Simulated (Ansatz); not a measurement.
**Does relaxation matter for the field gradients of BN with oxygen replacing N?**

Start: a supercell of BN (space group P6_3/mmc) built from a structure deposited in the COD (the entry's cell lengths or inner coordinates differ somewhat from later room-temperature determinations), with all atoms left at the host's positions.

Space group P-6m2 (No. 187); a = 7.4947, c = 6.6357 Å, γ = 120.00°.

| site | Wyckoff | site symmetry | x | y | z |
| --- | --- | --- | --- | --- | --- |
| B1 | 1a | -6m2 | 0.0000 | 0.0000 | 0.0000 |
| B2 | 6l | m.. | 0.0000 | 0.3333 | 0.0000 |
| B6 | 1c | -6m2 | 0.3333 | 0.6667 | 0.0000 |
| B8 | 1e | -6m2 | 0.6667 | 0.3333 | 0.0000 |
| B10 | 3k | mm2 | 0.1111 | 0.8889 | 0.5000 |
| B12 | 3k | mm2 | 0.1111 | 0.5556 | 0.5000 |
| B14 | 3k | mm2 | 0.4444 | 0.2222 | 0.5000 |
| O | 1b | -6m2 | 0.0000 | 0.0000 | 0.5000 |
| N20 | 6m | m.. | 0.0000 | 0.3333 | 0.5000 |
| N24 | 1d | -6m2 | 0.3333 | 0.6667 | 0.5000 |
| N26 | 1f | -6m2 | 0.6667 | 0.3333 | 0.5000 |
| N28 | 3j | mm2 | 0.1111 | 0.8889 | 0.0000 |
| N30 | 3j | mm2 | 0.1111 | 0.5556 | 0.0000 |
| N32 | 3j | mm2 | 0.4444 | 0.2222 | 0.0000 |

One atom of each set is listed.

The numbers come from a DFT calculation in Ansatz (PBE, plane waves and PAW, scalar-relativistic, collinear spin, 420 eV cutoff, Γ-centred 3×3×3 k-points, Fermi–Dirac smearing 0.01 eV). Start moments as typed (μB): 1 on each O, none on the rest.

The largest force at the start is 2.3 eV/Å. Relaxing the ions at fixed cell moves them by 0.043 Å at most (atom 11, B) and 0.013 Å rms.

```tsv
site	moved (Å)	first shell before	first shell after	V_zz before (10²¹ V/m²)	η before
B8	0.000	3 N at 1.44 Å	3 N at 1.44 Å	2.74	0.00
B10	0.043	2 N at 1.44 Å, 1 O at 1.44 Å	2 N at 1.42 Å, 1 O at 1.49 Å	-1.94	0.43
B12	0.002	3 N at 1.44 Å	3 N at 1.44–1.45 Å	2.39	0.06
B14	0.009	3 N at 1.44 Å	3 N at 1.43–1.44 Å	2.37	0.05
O	0.000	3 B at 1.44 Å	3 B at 1.49 Å	-8.18	0.00
N20	0.007	3 B at 1.44 Å	3 B at 1.42–1.45 Å	0.88	0.18
N26	0.000	3 B at 1.44 Å	3 B at 1.43 Å	-0.13	0.00
N28	0.001	3 B at 1.44 Å	3 B at 1.44 Å	-0.065	0.63
N30	0.000	3 B at 1.44 Å	3 B at 1.44 Å	-0.14	0.57
N32	0.000	3 B at 1.44 Å	3 B at 1.44 Å	-0.11	0.12
```

Question: How do the gradients change?

Answer: 

```csv
site,V_zz after,η after,change of V_zz
B8,2.77,0.00,+0.03
B10,-2.20,0.32,-0.26
B12,2.45,0.07,+0.06
B14,2.15,0.12,-0.22
O,-9.06,0.00,-0.88
N20,0.59,0.45,-0.29
N26,-0.011,0.00,+0.12
N28,0.043,0.81,–
N30,-0.14,0.11,0.00
N32,-0.12,0.08,-0.01
```

The largest change of V_zz along a kept axis is on O, from -8.18 to -9.06. In per cent, |V_zz| changes by -9 to +2 on B, +11 on O (all sites that start above 2). Where |V_zz| stays above 0.1 and the axes keep their order, η moves most on N30, from 0.57 to 0.11. On N32 V_xx and V_yy change places (or their axes turn by over 50°), so the two values of η hide a larger change. On N28 the largest principal value lies along another axis in the second run, so the two V_zz can't be compared directly. The table leaves out 4 of the 14 sites, with |V_zz| up to 2.73; their tensors move by 0.02 at most along any direction. The statements above cover all sites. The electronic state changes along with the positions (absolute moment from 0.7 to 1.2 μB), so the changes aren't those of geometry alone.

The defect repeats with the cell of 36 atoms, so it feels its images: sites between two images don't show the values beside a lone defect, and zeros or small values of η there can come from the images' arrangement. B and N carry a gradient in the pure host already, so the values there aren't the defect's effect alone. The defect cell has no gap above 0.1 eV on its mesh, so the values can hang on the smearing and the k-mesh. The run lost most of its start moments on O; a state with other moments may lie lower.
Before: The neighbours have not yet relaxed around the defect (largest force 2.3 eV/Å), so a real crystal will differ.
After: The relaxation keeps the site symmetry -6m2 of the start, so the impurity can't leave its site; a distortion that would localise the partly filled state isn't explored. The cell keeps the host's lattice, where the PBE pressure is 5 GPa.
